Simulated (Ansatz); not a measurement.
Co$_{3}$Si:
Space group P6₃/mmc (No. 194); a = b = 4.889 Å, c = 3.903 Å, α = β = 90.00°, γ = 120.00°

```
atom  site  symmetry       x       y       z
----  ----  --------  ------  ------  ------
Co      6h       mm2  0.3328  0.1664  0.2500
Si      2c      -6m2  0.3333  0.6667  0.2500
```

Relaxed at zero pressure with DFT-PBEsol in the program Ansatz with PAW potentials.

**Question.** The volume is raised by 9 % and shape and atoms relax at that volume. What pressure results, and how do the axes share the change?

**Answer.** -19.3 GPa; a 3.0 %, b 3.0 %, c 2.7 %; the energy rises by 59 meV/atom.

**Question.** Give the new structure.

**Answer.** 
Space group P6₃/mmc (No. 194); a = b = 5.0365 Å, c = 4.0092 Å, α = β = 90.00°, γ = 120.00°

```json
[
 {"atom": "Co", "site": "6h", "symmetry": "mm2", "x": "0.3326", "y": "0.1663", "z": "0.2500"},
 {"atom": "Si", "site": "2c", "symmetry": "-6m2", "x": "0.3333", "y": "0.6667", "z": "0.2500"}
]
```

The phase is kept; no other phase was compared at this pressure.

Space group P6_3/mmc. The workflow started from a Materials Project entry (that database holds measured and hypothetical structures alike); the Crystallography Open Database copy checked does not list it. Whether it is the stable phase at ambient conditions was not checked. The cell was relaxed with PBEsol under the symmetry of its start; whether a distortion lowers the energy is not shown. No spin polarisation was allowed.

Potentials: the later of the program's two PAW sets.
